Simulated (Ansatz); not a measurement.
# Sr$_{2}$H$_{3}$I: structures and their energies

7 relaxations of Sr2H3I ended in 3 distinct structures. Calculation: r2SCAN (plane waves to 500 eV, PAW, scalar-relativistic; Ansatz, an electronic-structure program).

| # | space group | Pearson | type | E − E(lowest) (eV/atom) | V (Å³/atom) | gap (eV, no SOC) | runs ending here |
|---|---|---|---|---|---|---|---|
| 1 | P-3m1 | hP6 | – | 0.000 | 19.88 | 2.65 | 4 |
| 2 | P-6m2 | hP6 | – | 0.157 | 21.15 | 3.23 | 1 |
| 3 | P6/mmm | hP6 | – | 0.198 | 20.42 | 2.05 | 2 |

P-3m1, hP6 is the lowest of the structures calculated here.

Space group P-3m1 (No. 164); a = b = 4.237 Å, c = 7.672 Å, α = β = 90.00°, γ = 120.00°

| atom | site | symmetry | x | y | z |
|---|---|---|---|---|---|
| Sr | 2d | 3m. | 0.3333 | 0.6667 | 0.3215 |
| H | 1b | -3m. | 0.0000 | 0.0000 | 0.5000 |
| H | 2d | 3m. | 0.6667 | 0.3333 | 0.3568 |
| I | 1a | -3m. | 0.0000 | 0.0000 | 0.0000 |

Each run could gain symmetry but not lose that of its start, so entries can be saddle points. From databases, or of a type measured for this composition: P-3m1, hP6; the others are generated cells (placed on structure types, drawn at random, substituted or restacked) that were not matched to a known phase here. Energies are at zero temperature and pressure, without zero-point motion. Each cell has its own k-point mesh; energy differences are given only to the digits this allows. No spin polarisation in the result. Spin-orbit coupling is missing; with elements this heavy it can move band edges by tenths of an eV or more.
